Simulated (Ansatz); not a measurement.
The cell is COD entry 1010453, as deposited and not checked against the literature; nothing was relaxed. It is an old determination, and later ones may differ.

TiSi$_{2}$: DFT, PBEsol, all-electron LAPW, scalar-relativistic (Ansatz 0.2.0).

Command: `ansatz run input.yaml --threads 2 --pin off --max-ram 8192MiB --backend cpu --events-out ev --progress --plain --runs-dir out` The run took 78 s on 2 threads of Arm Neoverse V1 (shared host), peak memory 0.9 GiB.

```yaml
crystal:
  lattice:
    - [0.0, 4.118, 4.2615]
    - [2.3865, 0.0, 4.2615]
    - [2.3865, 4.118, 0.0]
  atoms:
    - { symbol: Ti, position: [0.75, 0.75, 0.75] }
    - { symbol: Ti, position: [0.5, 0.5, 0.5] }
    - { symbol: Si, position: [0.083, 0.417, 0.083] }
    - { symbol: Si, position: [0.417, 0.083, 0.417] }
    - { symbol: Si, position: [0.167, 0.833, 0.167] }
    - { symbol: Si, position: [0.833, 0.167, 0.833] }
kpoints:
  mp_grid: { grid: [8, 8, 8] }
  band_path:
    path:
      - [0.0, 0.0, 0.0]
      - [0.5, 0.0, 0.5]
      - [1.0, 0.5, 0.5]
      - [0.5, 0.5, 0.0]
      - [0.0, 0.0, 0.0]
      - [0.0, 0.4123673781, 0.4123673781]
      - [1.0, 0.5876326219, 0.5876326219]
      - [1.0, 0.5, 0.5]
      - [0.5, 0.0, 0.5]
    npoints: 14
scf:
  occupations: { method: fermi_dirac, width: 0.08 }
hamiltonian:
  xc: pbesol
  pseudopotentials: { kind: all_electron, lapw: { basis_error: 0.0005 } }
output:
  forces: true
  stress: true
  eigenvalues: true
  populations: true
  dos: { projected: true, de: 0.2, e_range: [-14, 8] }
```

Output:

```
Ti: projections on atomic orbitals take those of the free atom 1s2 2s2 2p6 3s2 3p6 3d2 4s2, of charge +0.00 (hamiltonian.pseudopotentials.projection_atoms)
Si: projections on atomic orbitals take those of the free atom 1s2 2s2 2p6 3s2 3p2, of charge +0.00 (hamiltonian.pseudopotentials.projection_atoms)
LAPW: plane waves up to 8.277 Å⁻¹, error target 5.0e-4 eV per atom; small_component_spin mean_spin; Si in spheres of 1.148 Å, 12 of its electrons in bands, Dirac shells []; Ti in spheres of 1.388 Å, 12 of its electrons in bands, Dirac shells []
Engine: ansatz 0.2.0
Pseudopotentials: kind: all_electron
Pseudopotential: Ti, LAPW, valence charge 12, Koelling and Harmon's equation, gaussian nucleus
Pseudopotential: Si, LAPW, valence charge 12, Koelling and Harmon's equation, gaussian nucleus
Functional definition: PBEsol
  exchange = pbesol_x
  correlation = pbesol_c
Crystal: 6 atoms, lattice volume = 83.761 Å³
Basis set: ecut = 261.0251253347745 eV, 815 PW (Γ), FFT grids on a1−a2, a2, a3, exchange–correlation at level 2
Bands: 44, of which v1, the nominal top of the filled ones, is band 36 counted from 1 (35 counted from 0)
Symmetry: 8 space group operations
Space group: Fddd (ITA 70), of the structure as read, at distance tolerance 4.4e-5 Å
k-points: 95 of 512
Non-local potential: Ti, projectors of the file, none
Non-local potential: Si, projectors of the file, none
Initial density: superposition of atomic densities (chi_scale 0.1, normalization cell, long waves kept (reshape's long-wave potential 0.00 eV rms))
Initial wavefunctions: plane waves of lowest kinetic energy (no species holds an atomic orbital)
Functional: x = pbesol(κ = 0.804, μ = 0.12345679012345678), c = pbesol(β = 0.046)
iter 1 solved again at ethr=1.07e-3 eV; its pass at ethr=1.00e-1 eV (dr2=7.72e-1 eV) is discarded
SCF iter   1: F=—  HF=-77931.526128 eV  |F-HF|=—  |Δ(HF+E_count)|=         —  Δρ=2.73e-2  dr2=7.73e-1  ethr=1.07e-3  ⟨swp⟩=2.1  Hψ=28531  notcnv=0
preconditioner: auto → Kerker (q_TF=auto, 2.660 Å⁻¹)  [metal: Δε(μ)=0.037 eV  Ē_g=6.928 eV  σ=0.080 eV  W_gap=0.11  n_scr=18 (ndim 8)  ℏωp=19.9 eV  f_vac=0.000  D(μ)=1.88/eV (n_scr^D=12)]
SCF iter   2: F=—  HF=-77931.246736 eV  |F-HF|=—  |Δ(HF+E_count)|=   2.79e-1  Δρ=2.05e-2  dr2=7.32e-1  ethr=1.07e-3  ⟨swp⟩=2.1  Hψ=12456  notcnv=0
iter 3 solved again at ethr=1.00e-4 eV; its pass at ethr=1.02e-3 eV (dr2=7.22e-2 eV) is discarded
SCF iter   3: F=—  HF=-77931.124558 eV  |F-HF|=—  |Δ(HF+E_count)|=   1.22e-1  Δρ=1.03e-2  dr2=7.21e-2  ethr=1.00e-4  ⟨swp⟩=2.0  Hψ=21013  notcnv=0
SCF iter   4: F=—  HF=-77931.037275 eV  |F-HF|=—  |Δ(HF+E_count)|=   8.73e-2  Δρ=3.96e-3  dr2=1.90e-2  ethr=1.00e-4  ⟨swp⟩=2.8  Hψ=12562  notcnv=0
SCF iter   5: F=—  HF=-77931.031275 eV  |F-HF|=—  |Δ(HF+E_count)|=         —  Δρ=4.66e-4  dr2=1.64e-4  ethr=2.63e-5  ⟨swp⟩=3.0  Hψ=12138  notcnv=0
the basis was enlarged: its passes take 713.8 KiB over the memory plan, 2 of 2 planned eigensolver slots
SCF iter   6: F=—  HF=-77931.031188 eV  |F-HF|=—  |Δ(HF+E_count)|=   8.64e-5  Δρ=1.97e-4  dr2=3.76e-5  ethr=2.27e-7  ⟨swp⟩=3.0  Hψ=12221  notcnv=0
SCF iter   7: F=—  HF=-77931.031181 eV  |F-HF|=—  |Δ(HF+E_count)|=   7.08e-6  Δρ=3.44e-5  dr2=8.04e-7  ethr=5.23e-8  ⟨swp⟩=2.1  Hψ=11754  notcnv=0
SCF iter   8: F=-77931.031181 eV  HF=-77931.031181 eV  |F-HF|=2.79e-8  |Δ(HF+E_count)|=   3.95e-7  Δρ=7.48e-6  dr2=5.96e-8  ethr=1.12e-9  ⟨swp⟩=2.9  Hψ=11962  notcnv=0
SCF 1 converged in 8 iterations: F = -77931.031181 eV  dr2 = 5.96e-8
NSCF: frozen V_eff on 113 k-points
SCF converged after 8 iterations
Free energy (F): -77931.031181 eV
Harris-Foulkes:  -77931.031181 eV  (|F-HF|=2.79e-8)
Internal energy: -77930.988175 eV  (E = F + TS)
E sigma→0 (E₀):  -77931.009678 eV
Entropy (-TS):   -0.043006 eV (-7.168 meV/atom)
Fermi energy:    13.934160 eV
--- Per-component energies (eV) ---
  E_band       = -2936.916210
  E_kinetic    = 78450.192523
  E_xc         = -4464.656383
  E_electrostatic = -151916.524315  (all electrons and nuclei)
  E_smearing   = -0.043006  (= −TS)
  E_closure    = 0.000000  (closes the sum)
  E_atoms      = -77889.553484  (free atoms, spherical and without spin; not in F)
  Σ components = -77931.031181   (vs F -77931.031181, Δ=0.00e0)
  Basis errors (estimates in eV, not in F): energy 1.5e-4 per atom: plane waves 1.3e-4 (6.9e-5 summed), levels above the bands 4.5e-23, relativity 3.7e-9, radial functions 2.2e-5, core shells 8.6e-8; eigenvalues (radial functions only) 7.7e-7; not estimated: angular momenta, meshes, grids; target (lapw.basis_error) 5.0e-4; muffin-tin radii Si 1.148 Å, Ti 1.388 Å
--- Forces (eV/Å), atoms counted from 1 ---
  atom   1  Ti     0.00000000     0.00000000     0.00000000
  atom   2  Ti     0.00000000     0.00000000     0.00000000
  atom   3  Si     0.00000000     0.17247546     0.00000000
  atom   4  Si     0.00000000    -0.17247546     0.00000000
  atom   5  Si     0.00000000    -0.17247546    -0.00000000
  atom   6  Si     0.00000000     0.17247546     0.00000000
  max |Σ_I F_I| component: 4.34e-19 eV/Å
--- Stress (GPa, compression-positive) ---
       -1.090211       0.000000       0.000000
        0.000000      -2.021477       0.000000
        0.000000       0.000000      -2.068921
  P = ⅓ Tr σ = -1.7269 GPa (-17.269 kbar)
--- Band table (eV; the first three rows and the last of 95) ---
  k-point 0: bands = ["-119.5980", "-119.5974", "-119.5967", "-119.5962", "-75.9015", "-75.8996", "-75.8927", "-75.8924", "-75.8924", "-75.8905", "-75.8900", "-75.8897", "-75.8509", "-75.8499", "-75.8493", "-75.8488", "-42.0458", "-42.0161", "-18.5525", "-18.5296", "-18.4569", "-18.4416", "-18.4220", "-18.4128", "1.3619", "7.0923", "8.2456", "8.5798", "9.1061", "10.0879", "10.1546", "11.3102", "11.6831", "12.0040", "12.2231", "12.4310", "12.9903", "15.9549", "17.1419", "17.2543", "17.3053", "17.3732", "17.6260", "17.6827"]
  k-point 1: bands = ["-119.5979", "-119.5974", "-119.5967", "-119.5963", "-75.9012", "-75.8996", "-75.8928", "-75.8926", "-75.8922", "-75.8908", "-75.8899", "-75.8897", "-75.8508", "-75.8499", "-75.8493", "-75.8489", "-42.0449", "-42.0170", "-18.5517", "-18.5293", "-18.4609", "-18.4415", "-18.4216", "-18.4128", "1.5280", "6.9133", "7.5760", "8.4012", "9.3758", "10.1375", "10.4753", "11.2732", "11.6239", "11.9543", "12.5025", "12.7236", "12.9696", "15.7865", "16.9295", "17.0399", "17.2053", "17.3751", "17.4850", "17.6887"]
  k-point 2: bands = ["-119.5978", "-119.5974", "-119.5967", "-119.5964", "-75.9008", "-75.8992", "-75.8936", "-75.8923", "-75.8920", "-75.8912", "-75.8898", "-75.8897", "-75.8506", "-75.8499", "-75.8494", "-75.8490", "-42.0426", "-42.0192", "-18.5516", "-18.5263", "-18.4720", "-18.4403", "-18.4218", "-18.4116", "2.0112", "6.4080", "6.5851", "8.2437", "9.1940", "9.9894", "10.9097", "11.1596", "12.1403", "12.5116", "12.7137", "12.9140", "13.5714", "15.3400", "16.5940", "16.6705", "16.8578", "16.9182", "17.6174", "18.0287"]
  k-point 94: bands = ["-119.5973", "-119.5973", "-119.5968", "-119.5968", "-75.8974", "-75.8974", "-75.8953", "-75.8953", "-75.8920", "-75.8920", "-75.8894", "-75.8894", "-75.8505", "-75.8505", "-75.8491", "-75.8491", "-42.0308", "-42.0308", "-18.5061", "-18.5061", "-18.4923", "-18.4923", "-18.4151", "-18.4151", "3.3007", "3.3007", "8.9625", "8.9625", "9.0432", "9.0432", "10.9302", "10.9302", "12.3360", "12.3360", "12.8931", "12.8931", "14.7368", "14.7368", "17.1730", "17.1730", "17.3757", "17.3757", "17.5930", "17.5930"]
--- Löwdin populations: 6 sites ---
  site symbol       q [e]
     0     Ti     21.6194
     1     Ti     21.6194
     2     Si     14.0859
     3     Si     14.0859
     4     Si     14.0859
     5     Si     14.0859
  spilling = 0.004177 (of n_electrons = 100.000000)
```

populations.tsv:

```
# site	symbol	l	j	q
# orbitals = lowdin
# n_electrons = 100.000000
# spilling = 0.004177
# projection_atom_Ti: 1s2 2s2 2p6 3s2 3p6 3d2 4s2
# projection_atom_Si: 1s2 2s2 2p6 3s2 3p2
0	Ti	0_1S	-	1.999963
0	Ti	0_2S	-	1.997855
0	Ti	0_3S	-	1.946539
0	Ti	0_4S	-	0.442042
0	Ti	1_2P	-	5.999974
0	Ti	1_3P	-	5.989142
0	Ti	2_3D	-	3.243852
1	Ti	0_1S	-	1.999963
1	Ti	0_2S	-	1.997855
1	Ti	0_3S	-	1.946539
1	Ti	0_4S	-	0.442042
1	Ti	1_2P	-	5.999974
1	Ti	1_3P	-	5.989142
1	Ti	2_3D	-	3.243852
2	Si	0_1S	-	1.999848
2	Si	0_2S	-	1.988338
2	Si	0_3S	-	1.283992
2	Si	1_2P	-	5.997194
2	Si	1_3P	-	2.816518
3	Si	0_1S	-	1.999848
3	Si	0_2S	-	1.988338
3	Si	0_3S	-	1.283992
3	Si	1_2P	-	5.997194
3	Si	1_3P	-	2.816518
4	Si	0_1S	-	1.999848
4	Si	0_2S	-	1.988338
4	Si	0_3S	-	1.283992
4	Si	1_2P	-	5.997194
4	Si	1_3P	-	2.816518
5	Si	0_1S	-	1.999848
5	Si	0_2S	-	1.988338
5	Si	0_3S	-	1.283992
5	Si	1_2P	-	5.997194
5	Si	1_3P	-	2.816518
```
